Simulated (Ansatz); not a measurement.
BP (rock salt, Fm-3m) under volume change, PBEsol in the plane-wave PAW code Ansatz, scaled uniformly.

| V (Å³/atom) | E − E(relaxed) (meV/atom) | P (GPa) |
|---|---|---|
| 8.972 | 51.1 | 19.72 |
| 9.268 | 21.7 | 12.30 |
| 9.564 | 5.2 | 5.74 |
| 9.859 | 0.0 | 0.01 |
| 10.155 | 4.7 | -4.90 |
| 10.451 | ? | ? |
| 10.747 | ? | ? |

**Question.** Some entries are withheld; supply them.

**Answer.** 
- 10.451, E − E(relaxed) (meV/atom): 17.6
- 10.451, P (GPa): -9.00
- 10.747, E − E(relaxed) (meV/atom): 37.5
- 10.747, P (GPa): -12.53

**Question.** What does a third-order Birch–Murnaghan fit give for V₀, B₀ and B′?

**Answer.** V₀ = 9.86 Å³/atom, B₀ = 174 GPa, B′ = 3.9.

The start of the workflow was typed in or built on a structure type; neither database checked (COD, Materials Project) lists it. It is not the phase usual at ambient conditions (space group No. 216). Symmetry was held in the PBEsol relaxation; of distortions, only those at the zone centre were tested. Its formation energy is positive at this level, so the cell may be metastable or incomplete.

Potentials: the earlier of the program's two PAW sets.
